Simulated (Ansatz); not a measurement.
The following input was run with Ansatz 0.2.0.

```yaml
crystal:
  lattice:
    - [5.1339251797, 0.0, 0.0]
    - [0.0, 9.1841591352, 0.0]
    - [0.0, 0.0, 5.4561686003]
  atoms:
    - { symbol: Ti, position: [0.1376841887, 0.129035585, 0.9054771758] }
    - { symbol: Ti, position: [0.6376841887, 0.370964415, 0.0945228242] }
    - { symbol: Ti, position: [0.8623158113, 0.629035585, 0.5945228242] }
    - { symbol: Ti, position: [0.3623158113, 0.870964415, 0.4054771758] }
    - { symbol: Ti, position: [0.8623158113, 0.870964415, 0.0945228242] }
    - { symbol: Ti, position: [0.3623158113, 0.629035585, 0.9054771758] }
    - { symbol: Ti, position: [0.1376841887, 0.370964415, 0.4054771758] }
    - { symbol: Ti, position: [0.6376841887, 0.129035585, 0.5945228242] }
    - { symbol: O, position: [0.4641146187, 0.230580188, 0.8896193235] }
    - { symbol: O, position: [0.9641146187, 0.269419812, 0.1103806765] }
    - { symbol: O, position: [0.5358853813, 0.730580188, 0.6103806765] }
    - { symbol: O, position: [0.0358853813, 0.769419812, 0.3896193235] }
    - { symbol: O, position: [0.5358853813, 0.769419812, 0.1103806765] }
    - { symbol: O, position: [0.0358853813, 0.730580188, 0.8896193235] }
    - { symbol: O, position: [0.4641146187, 0.269419812, 0.3896193235] }
    - { symbol: O, position: [0.9641146187, 0.230580188, 0.6103806765] }
    - { symbol: O, position: [0.8170640346, 0.0102347796, 0.8514175299] }
    - { symbol: O, position: [0.3170640346, 0.4897652204, 0.1485824701] }
    - { symbol: O, position: [0.1829359654, 0.5102347796, 0.6485824701] }
    - { symbol: O, position: [0.6829359654, 0.9897652204, 0.3514175299] }
    - { symbol: O, position: [0.1829359654, 0.9897652204, 0.1485824701] }
    - { symbol: O, position: [0.6829359654, 0.5102347796, 0.8514175299] }
    - { symbol: O, position: [0.8170640346, 0.4897652204, 0.3514175299] }
    - { symbol: O, position: [0.3170640346, 0.0102347796, 0.6485824701] }
basis:
  ecutwfc: 500
kpoints:
  mp_grid: { grid: [6, 4, 4] }
hamiltonian:
  xc: r2scan
scf:
  occupations: { method: gaussian, width: 0.02 }
output:
  forces: true
  stress: true
  eigenvalues: true
  write_density: true
  write_potential: true
  elf: true
  volumetric_format: npy
relax:
  adjacent_minimum: "off"
  f_tol: 0.005
  max_steps: 80
  cell: { stress_tol: 0.05 }
```

Command:
```bash
ansatz run input.yaml --threads 4 --pin off --max-ram 10240MiB --backend cpu --events-out ev --progress --plain --runs-dir out
```

Theory: DFT r2SCAN, scalar-relativistic, plane waves, PAW in Ansatz 0.2.0.

Part of what the program printed, abridged (iterations and final results):

```
SCF iter   1: F=—  HF=-29170.455331 eV  |F-HF|=—  |Δ(HF+E_count)|=         —  Δρ=2.70e-2  dr2=2.19e0  dr2_τ=1.56e0  ethr=1.77e-3  ⟨swp⟩=5.0  Hψ=16055  notcnv=0  defer=71
SCF iter   2: F=—  HF=-29170.561925 eV  |F-HF|=—  |Δ(HF+E_count)|=   1.07e-1  Δρ=1.23e-2  dr2=1.89e-1  dr2_τ=1.14e-1  ethr=1.14e-3  ⟨swp⟩=3.0  Hψ=8721  notcnv=0  defer=567
SCF iter   3: F=—  HF=-29170.539488 eV  |F-HF|=—  |Δ(HF+E_count)|=   2.24e-2  Δρ=4.16e-3  dr2=2.64e-2  dr2_τ=2.26e-3  ethr=9.84e-5  ⟨swp⟩=2.2  Hψ=6365  notcnv=0  defer=567
SCF iter   4: F=—  HF=-29170.539095 eV  |F-HF|=—  |Δ(HF+E_count)|=   3.93e-4  Δρ=1.20e-3  dr2=2.09e-3  dr2_τ=4.53e-4  ethr=1.38e-5  ⟨swp⟩=2.0  Hψ=5779  notcnv=0  defer=567
SCF iter   5: F=—  HF=-29170.539339 eV  |F-HF|=—  |Δ(HF+E_count)|=   2.44e-4  Δρ=3.12e-4  dr2=2.45e-4  dr2_τ=3.23e-5  ethr=1.09e-6  ⟨swp⟩=2.0  Hψ=6027  notcnv=0  defer=567
SCF iter   6: F=—  HF=-29170.539337 eV  |F-HF|=—  |Δ(HF+E_count)|=   2.20e-6  Δρ=1.29e-4  dr2=5.56e-5  dr2_τ=4.31e-6  ethr=1.28e-7  ⟨swp⟩=2.0  Hψ=5700  notcnv=0  defer=567
SCF iter   7: F=—  HF=-29170.539273 eV  |F-HF|=—  |Δ(HF+E_count)|=   6.37e-5  Δρ=3.09e-5  dr2=2.81e-6  dr2_τ=1.33e-7  ethr=2.90e-8  ⟨swp⟩=2.0  Hψ=6007  notcnv=0  defer=567
SCF iter   8: F=—  HF=-29170.539274 eV  |F-HF|=—  |Δ(HF+E_count)|=   7.94e-7  Δρ=8.92e-6  dr2=2.05e-7  dr2_τ=1.76e-8  ethr=1.46e-9  ⟨swp⟩=2.0  Hψ=5891  notcnv=0  defer=567
SCF iter   9: F=-29170.539274 eV  HF=-29170.539274 eV  |F-HF|=2.92e-9  |Δ(HF+E_count)|=   3.04e-8  Δρ=1.68e-6  dr2=8.41e-9  dr2_τ=4.71e-10  ethr=5.21e-11  ⟨swp⟩=14.1  Hψ=29238  notcnv=0
SCF 1 converged in 9 iterations: F = -29170.539274 eV  dr2 = 8.41e-9
relax step   1: F+E_penalty+E_count = -29170.53927365 eV  Δ(F+E_penalty+E_count) = +0.000e0 eV  max|allowed force component| = 2.672e-2 eV/Å  Δτ_max = 0.0000 Å  P = +0.102 GPa  Ω = 257.263 Å³  (9 SCF iters, dr2 threshold 1.00e-7 eV, accepted)
Crystal: 24 atoms, lattice volume = 257.315 Å³
Initial density: handed on by an earlier stage of this run
Initial wavefunctions: those handed on with the density
SCF iter   1: F=—  HF=-29170.539351 eV  |F-HF|=—  |Δ(HF+E_count)|=         —  Δρ=2.37e-4  dr2=5.37e-5  dr2_τ=3.16e-3  ethr=2.67e-8  ⟨swp⟩=3.9  Hψ=16508  notcnv=0
SCF iter   2: F=—  HF=-29170.539664 eV  |F-HF|=—  |Δ(HF+E_count)|=   3.13e-4  Δρ=1.32e-4  dr2=2.35e-5  dr2_τ=2.98e-6  ethr=2.67e-8  ⟨swp⟩=2.0  Hψ=7776  notcnv=0
SCF iter   3: F=—  HF=-29170.539665 eV  |F-HF|=—  |Δ(HF+E_count)|=   9.88e-7  Δρ=4.16e-5  dr2=3.34e-6  dr2_τ=8.08e-7  ethr=1.23e-8  ⟨swp⟩=2.0  Hψ=6048  notcnv=0
SCF iter   4: F=—  HF=-29170.539666 eV  |F-HF|=—  |Δ(HF+E_count)|=   1.03e-6  Δρ=2.19e-5  dr2=8.40e-7  dr2_τ=1.44e-7  ethr=1.74e-9  ⟨swp⟩=2.0  Hψ=6624  notcnv=0
SCF iter   5: F=—  HF=-29170.539666 eV  |F-HF|=—  |Δ(HF+E_count)|=   1.66e-7  Δρ=1.05e-5  dr2=1.56e-7  dr2_τ=2.00e-8  ethr=4.37e-10  ⟨swp⟩=2.0  Hψ=5821  notcnv=0
SCF iter   6: F=—  HF=-29170.539666 eV  |F-HF|=—  |Δ(HF+E_count)|=   1.27e-7  Δρ=4.87e-6  dr2=6.07e-8  dr2_τ=7.39e-9  ethr=2.73e-11  ⟨swp⟩=12.2  Hψ=28687  notcnv=0
SCF iter   7: F=-29170.539666 eV  HF=-29170.539666 eV  |F-HF|=8.37e-10  |Δ(HF+E_count)|=   9.16e-9  Δρ=1.58e-6  dr2=4.18e-9  dr2_τ=3.82e-10  ethr=2.73e-11  ⟨swp⟩=7.9  Hψ=22494  notcnv=0
SCF 2 converged in 7 iterations: F = -29170.539666 eV  dr2 = 4.18e-9
relax step   2: F+E_penalty+E_count = -29170.53966618 eV  Δ(F+E_penalty+E_count) = -3.925e-4 eV  max|allowed force component| = 8.522e-3 eV/Å  Δτ_max = 0.0021 Å  P = +0.030 GPa  Ω = 257.315 Å³  energy of the carried Pulay correction = -3.594e-5 eV  (7 SCF iters, dr2 threshold 5.24e-8 eV, accepted)
Crystal: 24 atoms, lattice volume = 257.352 Å³
SCF iter   1: F=—  HF=-29170.539642 eV  |F-HF|=—  |Δ(HF+E_count)|=         —  Δρ=1.47e-4  dr2=2.69e-5  dr2_τ=1.22e-3  ethr=1.30e-8  ⟨swp⟩=3.9  Hψ=16500  notcnv=0
SCF iter   2: F=—  HF=-29170.539780 eV  |F-HF|=—  |Δ(HF+E_count)|=   1.38e-4  Δρ=8.54e-5  dr2=1.22e-5  dr2_τ=9.56e-7  ethr=1.30e-8  ⟨swp⟩=2.0  Hψ=7776  notcnv=0
SCF iter   3: F=—  HF=-29170.539717 eV  |F-HF|=—  |Δ(HF+E_count)|=   6.24e-5  Δρ=2.61e-5  dr2=9.55e-7  dr2_τ=3.06e-7  ethr=6.36e-9  ⟨swp⟩=2.0  Hψ=6085  notcnv=0
SCF iter   4: F=—  HF=-29170.539718 eV  |F-HF|=—  |Δ(HF+E_count)|=   7.84e-7  Δρ=1.37e-5  dr2=2.31e-7  dr2_τ=3.96e-8  ethr=4.97e-10  ⟨swp⟩=2.0  Hψ=6499  notcnv=0
SCF iter   5: F=—  HF=-29170.539718 eV  |F-HF|=—  |Δ(HF+E_count)|=   1.37e-7  Δρ=7.67e-6  dr2=8.39e-8  dr2_τ=1.19e-8  ethr=1.21e-10  ⟨swp⟩=2.0  Hψ=6131  notcnv=0
SCF iter   6: F=—  HF=-29170.539718 eV  |F-HF|=—  |Δ(HF+E_count)|=   5.93e-8  Δρ=2.90e-6  dr2=2.09e-8  dr2_τ=2.39e-9  ethr=4.37e-11  ⟨swp⟩=2.0  Hψ=6624  notcnv=0
SCF iter   7: F=-29170.539718 eV  HF=-29170.539718 eV  |F-HF|=1.13e-10  |Δ(HF+E_count)|=   2.19e-9  Δρ=1.01e-6  dr2=1.68e-9  dr2_τ=1.81e-10  ethr=8.11e-12  ⟨swp⟩=10.2  Hψ=24550  notcnv=0
SCF 3 converged in 7 iterations: F = -29170.539718 eV  dr2 = 1.68e-9
relax step   3: F+E_penalty+E_count = -29170.53971841 eV  Δ(F+E_penalty+E_count) = -5.224e-5 eV  max|allowed force component| = 6.974e-3 eV/Å  Δτ_max = 0.0015 Å  P = -0.009 GPa  Ω = 257.352 Å³  energy of the carried Pulay correction = -6.049e-5 eV  (7 SCF iters, dr2 threshold 1.56e-8 eV, accepted)
Crystal: 24 atoms, lattice volume = 257.338 Å³
SCF iter   1: F=—  HF=-29170.539178 eV  |F-HF|=—  |Δ(HF+E_count)|=         —  Δρ=2.80e-4  dr2=8.42e-5  dr2_τ=1.99e-3  ethr=4.22e-8  ⟨swp⟩=3.5  Hψ=14830  notcnv=0
SCF iter   2: F=—  HF=-29170.539818 eV  |F-HF|=—  |Δ(HF+E_count)|=   6.40e-4  Δρ=1.46e-4  dr2=2.34e-5  dr2_τ=2.50e-6  ethr=4.22e-8  ⟨swp⟩=2.0  Hψ=7776  notcnv=0
SCF iter   3: F=—  HF=-29170.539833 eV  |F-HF|=—  |Δ(HF+E_count)|=   1.44e-5  Δρ=4.33e-5  dr2=3.29e-6  dr2_τ=6.56e-7  ethr=1.22e-8  ⟨swp⟩=2.0  Hψ=6340  notcnv=0
SCF iter   4: F=—  HF=-29170.539754 eV  |F-HF|=—  |Δ(HF+E_count)|=   7.83e-5  Δρ=1.43e-5  dr2=3.00e-7  dr2_τ=3.47e-8  ethr=1.71e-9  ⟨swp⟩=2.0  Hψ=6407  notcnv=0
SCF iter   5: F=—  HF=-29170.539754 eV  |F-HF|=—  |Δ(HF+E_count)|=   8.08e-8  Δρ=6.62e-6  dr2=7.88e-8  dr2_τ=8.18e-9  ethr=1.56e-10  ⟨swp⟩=2.0  Hψ=5920  notcnv=0
SCF iter   6: F=—  HF=-29170.539754 eV  |F-HF|=—  |Δ(HF+E_count)|=   2.59e-8  Δρ=4.41e-6  dr2=4.73e-8  dr2_τ=4.98e-9  ethr=4.10e-11  ⟨swp⟩=2.0  Hψ=6624  notcnv=0
SCF iter   7: F=-29170.539754 eV  HF=-29170.539754 eV  |F-HF|=6.95e-10  |Δ(HF+E_count)|=   7.87e-9  Δρ=9.93e-7  dr2=1.34e-9  dr2_τ=1.81e-10  ethr=1.58e-12  ⟨swp⟩=9.3  Hψ=26904  notcnv=0
SCF 4 converged in 7 iterations: F = -29170.539754 eV  dr2 = 1.34e-9
relax step   4: F+E_penalty+E_count = -29170.53975433 eV  Δ(F+E_penalty+E_count) = -3.592e-5 eV  max|allowed force component| = 1.521e-2 eV/Å  Δτ_max = 0.0019 Å  P = +0.005 GPa  Ω = 257.338 Å³  energy of the carried Pulay correction = -5.158e-5 eV  (7 SCF iters, dr2 threshold 3.04e-9 eV, accepted)
Crystal: 24 atoms, lattice volume = 257.316 Å³
SCF iter   1: F=—  HF=-29170.539761 eV  |F-HF|=—  |Δ(HF+E_count)|=         —  Δρ=1.02e-4  dr2=1.50e-5  dr2_τ=2.84e-4  ethr=7.36e-9  ⟨swp⟩=3.0  Hψ=15846  notcnv=0
SCF iter   2: F=—  HF=-29170.539812 eV  |F-HF|=—  |Δ(HF+E_count)|=   5.07e-5  Δρ=5.66e-5  dr2=5.09e-6  dr2_τ=4.70e-7  ethr=7.36e-9  ⟨swp⟩=2.0  Hψ=7776  notcnv=0
SCF iter   3: F=—  HF=-29170.539812 eV  |F-HF|=—  |Δ(HF+E_count)|=   1.97e-7  Δρ=3.31e-5  dr2=2.56e-6  dr2_τ=3.51e-7  ethr=2.65e-9  ⟨swp⟩=2.0  Hψ=6624  notcnv=0
SCF iter   4: F=—  HF=-29170.539812 eV  |F-HF|=—  |Δ(HF+E_count)|=   3.09e-7  Δρ=7.91e-6  dr2=9.53e-8  dr2_τ=1.73e-8  ethr=1.33e-9  ⟨swp⟩=2.1  Hψ=6014  notcnv=0
SCF iter   5: F=—  HF=-29170.539812 eV  |F-HF|=—  |Δ(HF+E_count)|=   5.89e-8  Δρ=3.35e-6  dr2=1.85e-8  dr2_τ=1.61e-9  ethr=4.97e-11  ⟨swp⟩=2.1  Hψ=6213  notcnv=0
SCF iter   6: F=-29170.539812 eV  HF=-29170.539812 eV  |F-HF|=1.44e-9  |Δ(HF+E_count)|=   1.01e-8  Δρ=9.03e-7  dr2=2.60e-9  dr2_τ=2.15e-10  ethr=7.53e-12  ⟨swp⟩=8.8  Hψ=23186  notcnv=0
SCF 5 converged in 6 iterations: F = -29170.539812 eV  dr2 = 2.60e-9
relax step   5: F+E_penalty+E_count = -29170.53981212 eV  Δ(F+E_penalty+E_count) = -5.779e-5 eV  max|allowed force component| = 2.401e-3 eV/Å  Δτ_max = 0.0005 Å  P = +0.012 GPa  Ω = 257.316 Å³  energy of the carried Pulay correction = -3.657e-5 eV  (6 SCF iters, dr2 threshold 1.45e-8 eV, accepted)
Initial wavefunctions: pseudopotential atomic-orbital guess (no wavefunctions were taken with the density)
SCF iter   1: F=—  HF=-29170.539908 eV  |F-HF|=—  |Δ(HF+E_count)|=         —  Δρ=2.02e-5  dr2=2.15e-8  dr2_τ=5.56e-9  ethr=1.10e-8  ⟨swp⟩=4.1  Hψ=29846  notcnv=0
SCF iter   2: F=—  HF=-29170.539848 eV  |F-HF|=—  |Δ(HF+E_count)|=   6.00e-5  Δρ=1.02e-5  dr2=5.68e-9  dr2_τ=1.50e-7  ethr=1.12e-11  ⟨swp⟩=2.9  Hψ=7474  notcnv=0
SCF iter   3: F=—  HF=-29170.539848 eV  |F-HF|=—  |Δ(HF+E_count)|=   6.52e-7  Δρ=1.30e-6  dr2=2.82e-9  dr2_τ=1.19e-9  ethr=2.96e-12  ⟨swp⟩=2.0  Hψ=6624  notcnv=0
SCF iter   4: F=-29170.539848 eV  HF=-29170.539848 eV  |F-HF|=3.64e-12  |Δ(HF+E_count)|=   2.90e-9  Δρ=1.47e-7  dr2=8.26e-11  dr2_τ=2.04e-11  ethr=1.00e-12  ⟨swp⟩=5.2  Hψ=21728  notcnv=0
SCF 6 converged in 4 iterations: F = -29170.539848 eV  dr2 = 8.26e-11
SCF converged after 4 iterations
Free energy (F): -29170.539848 eV
Harris-Foulkes:  -29170.539848 eV  (|F-HF|=3.64e-12)
Internal energy: -29170.539848 eV  (E = F + TS)
E sigma→0 (E₀):  -29170.539848 eV
Fermi energy:    9.297224 eV
--- Per-component energies (eV) ---
  E_band       = -1853.165463
  E_kinetic    = 5006.324907
  E_local      = -12978.887274  (includes V_loc(G=0)·N_el)
  E_nonlocal   = 768.712249
  E_hartree    = 4967.242474
  E_xc         = -1931.254410
  E_vxc        = -2773.054122  (∫ρ·V_xc dr)
  E_paw        = -10990.632669  (= ΣΔE_a)
  E_vpaw       = -1993.641958  (= ΣTr[D̂ρ^β])
  E_aug_tail   = 0.017583  (compensation charges beyond the density's cutoff)
  E_vtau       = 182.878072  (kinetic-family band-sum trace: ∫τ·v_τ [+ j·A + Jᵃ·Aᵃ] dr)
  E_ewald      = -14009.523997
  E_core_change = -2.538712  (= ΣΔE_core)
  E_smearing   =  0.000000  (= −TS)
--- Forces (eV/Å), atoms counted from 1 ---
  atom   1  Ti    -0.00097949    -0.00198166    -0.00239448
  atom   2  Ti    -0.00097949     0.00198166     0.00239448
  atom   3  Ti     0.00097949    -0.00198166     0.00239448
  atom   4  Ti     0.00097949     0.00198166    -0.00239448
  atom   5  Ti     0.00097949     0.00198166     0.00239448
  atom   6  Ti     0.00097949    -0.00198166    -0.00239448
  atom   7  Ti    -0.00097949     0.00198166    -0.00239448
  atom   8  Ti    -0.00097949    -0.00198166     0.00239448
  atom   9  O      0.00037755     0.00039805     0.00006306
  atom  10  O      0.00037755    -0.00039805    -0.00006306
  atom  11  O     -0.00037755     0.00039805    -0.00006306
  atom  12  O     -0.00037755    -0.00039805     0.00006306
  atom  13  O     -0.00037755    -0.00039805    -0.00006306
  atom  14  O     -0.00037755     0.00039805     0.00006306
  atom  15  O      0.00037755    -0.00039805     0.00006306
  atom  16  O      0.00037755     0.00039805    -0.00006306
  atom  17  O      0.00043170     0.00067566    -0.00148206
  atom  18  O      0.00043170    -0.00067566     0.00148206
  atom  19  O     -0.00043170     0.00067566     0.00148206
  atom  20  O     -0.00043170    -0.00067566    -0.00148206
  atom  21  O     -0.00043170    -0.00067566     0.00148206
  atom  22  O     -0.00043170     0.00067566    -0.00148206
  atom  23  O      0.00043170    -0.00067566    -0.00148206
  atom  24  O      0.00043170     0.00067566     0.00148206
--- Stress (GPa, compression-positive) ---
        0.013347       0.000000       0.000000
        0.000000       0.008465       0.000000
        0.000000       0.000000       0.013595
  P = ⅓ Tr σ = 0.0118 GPa (0.118 kbar)
--- Band table (eV; the first three rows and the last of 36) ---
  k-point 0: bands = ["-50.7466", "-50.7366", "-50.7226", "-50.7145", "-50.7142", "-50.7127", "-50.6947", "-50.6945", "-26.1401", "-26.1146", "-26.0990", "-26.0983", "-26.0832", "-26.0182", "-26.0174", "-25.9682", "-25.9526", "-25.9272", "-25.9241", "-25.9146", "-25.8998", "-25.8973", "-25.8925", "-25.8568", "-25.8392", "-25.8334", "-25.8317", "-25.8069", "-25.8059", "-25.7987", "-25.7965", "-25.7874", "-10.8836", "-10.1713", "-10.1584", "-9.8431", "-9.6134", "-9.5454", "-9.5441", "-9.5244", "-9.4368", "-9.4295", "-9.3504", "-9.3449", "-9.3449", "-9.2604", "-9.1436", "-9.0621", "2.9892", "3.0016", "3.3095", "3.3369", "3.5014", "3.5071", "3.6066", "3.6207", "3.6508", "3.9094", "3.9205", "3.93 ...
  k-point 1: bands = ["-50.7436", "-50.7355", "-50.7269", "-50.7246", "-50.7091", "-50.7046", "-50.6967", "-50.6955", "-26.1376", "-26.1185", "-26.1034", "-26.1022", "-26.0679", "-26.0132", "-25.9989", "-25.9976", "-25.9441", "-25.9334", "-25.9297", "-25.9143", "-25.9090", "-25.8947", "-25.8929", "-25.8560", "-25.8424", "-25.8364", "-25.8262", "-25.8159", "-25.7982", "-25.7921", "-25.7914", "-25.7888", "-10.7295", "-10.2044", "-10.1980", "-9.8459", "-9.7544", "-9.6465", "-9.5949", "-9.4674", "-9.3958", "-9.3946", "-9.3483", "-9.3183", "-9.2737", "-9.2023", "-9.2006", "-9.1066", "3.1324", "3.1645", "3.1734", "3.3150", "3.3871", "3.4019", "3.4916", "3.8023", "3.8373", "3.8562", "3.8958", "3.97 ...
  k-point 2: bands = ["-50.7355", "-50.7355", "-50.7321", "-50.7321", "-50.7020", "-50.7020", "-50.6987", "-50.6987", "-26.1270", "-26.1270", "-26.1112", "-26.1112", "-26.0160", "-26.0160", "-26.0086", "-26.0086", "-25.9509", "-25.9509", "-25.9247", "-25.9247", "-25.8908", "-25.8908", "-25.8887", "-25.8887", "-25.8282", "-25.8282", "-25.8274", "-25.8274", "-25.7936", "-25.7936", "-25.7855", "-25.7855", "-10.3274", "-10.3274", "-10.2335", "-10.2335", "-9.6618", "-9.6618", "-9.5504", "-9.5504", "-9.3350", "-9.3350", "-9.3321", "-9.3321", "-9.2140", "-9.2140", "-9.1987", "-9.1987", "3.1773", "3.1773", "3.2158", "3.2158", "3.5072", "3.5072", "3.6061", "3.6061", "3.9196", "3.9196", "3.9586", "3.9 ...
  k-point 35: bands = ["-50.7279", "-50.7279", "-50.7279", "-50.7279", "-50.7062", "-50.7062", "-50.7062", "-50.7062", "-26.1150", "-26.1150", "-26.1150", "-26.1150", "-26.0461", "-26.0461", "-26.0461", "-26.0461", "-25.9226", "-25.9226", "-25.9226", "-25.9226", "-25.8545", "-25.8545", "-25.8545", "-25.8545", "-25.8358", "-25.8358", "-25.8358", "-25.8358", "-25.8037", "-25.8037", "-25.8037", "-25.8037", "-10.0509", "-10.0509", "-10.0509", "-10.0509", "-9.6877", "-9.6877", "-9.6877", "-9.6877", "-9.4162", "-9.4162", "-9.4162", "-9.4162", "-9.2885", "-9.2885", "-9.2885", "-9.2885", "3.3223", "3.3223", "3.3223", "3.3223", "3.4080", "3.4080", "3.4080", "3.4080", "4.0605", "4.0605", "4.0605", "4. ...
--- Relaxed structure (5 steps of the walk, 5 accepted, 1 SCFs on fresh bases) ---
  F+E_penalty+E_count = -29170.53984819 eV   max|allowed force component| = 2.394e-3 eV/Å   (the final SCF, on the basis selected at the relaxed cell)
  cell:  # Å, volume = 257.3164 Å³
    - [5.13462784, 0.0, 0.0]
    - [0.0, 9.18857430, 0.0]
    - [0.0, 0.0, 5.45394000]
  atoms:
    - { symbol: Ti, position: [0.13816159, 0.12897909, 0.90565987] }
    - { symbol: Ti, position: [0.63816159, 0.37102090, 0.09434012] }
    - { symbol: Ti, position: [0.86183840, 0.62897909, 0.59434012] }
    - { symbol: Ti, position: [0.36183840, 0.87102090, 0.40565987] }
    - { symbol: Ti, position: [0.86183840, 0.87102090, 0.09434012] }
    - { symbol: Ti, position: [0.36183840, 0.62897909, 0.90565987] }
    - { symbol: Ti, position: [0.13816159, 0.37102090, 0.40565987] }
    - { symbol: Ti, position: [0.63816159, 0.12897909, 0.59434012] }
    - { symbol: O, position: [0.46456215, 0.23025794, 0.88993215] }
    - { symbol: O, position: [0.96456215, 0.26974205, 0.11006784] }
    - { symbol: O, position: [0.53543784, 0.73025794, 0.61006784] }
    - { symbol: O, position: [0.03543784, 0.76974205, 0.38993215] }
    - { symbol: O, position: [0.53543784, 0.76974205, 0.11006784] }
    - { symbol: O, position: [0.03543784, 0.73025794, 0.88993215] }
    - { symbol: O, position: [0.46456215, 0.26974205, 0.38993215] }
    - { symbol: O, position: [0.96456215, 0.23025794, 0.61006784] }
    - { symbol: O, position: [0.81704446, 0.01019240, 0.85099112] }
    - { symbol: O, position: [0.31704446, 0.48980759, 0.14900887] }
    - { symbol: O, position: [0.18295553, 0.51019240, 0.64900887] }
    - { symbol: O, position: [0.68295553, 0.98980759, 0.35099112] }
    - { symbol: O, position: [0.18295553, 0.98980759, 0.14900887] }
    - { symbol: O, position: [0.68295553, 0.51019240, 0.85099112] }
    - { symbol: O, position: [0.81704446, 0.48980759, 0.35099112] }
    - { symbol: O, position: [0.31704446, 0.01019240, 0.64900887] }
```

The relaxation met its thresholds.

The run took 7.7 min on 4 threads of Intel(R) Xeon(R) Processor @ 2.50GHz (Skylake/Cascade Lake), on a shared host, peak memory 2.2 GiB.